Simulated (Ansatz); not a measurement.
Name crystals whose computed values (plane-wave PAW LDA (Ansatz code)) fall in these windows: Θ_D (K) 240 to 320; electron conductivity mass (mₑ) 0.27 to 0.41; gap (eV) 0.83 to 1.2.



```csv
crystal,Θ_D (K),electron conductivity mass (mₑ),gap (eV)
"SnS2, CdI2 type",266,0.34,1.02
```
Others may fit too.

Weakly bound layers, chains or molecules computed without a dispersion correction, so cells and soft constants are ill determined: SnS2, CdI2 type. The cell was relaxed under the symmetry of its start. Spin–orbit coupling is left out wherever it is not named.

Potentials: the later of the program's two PAW sets.
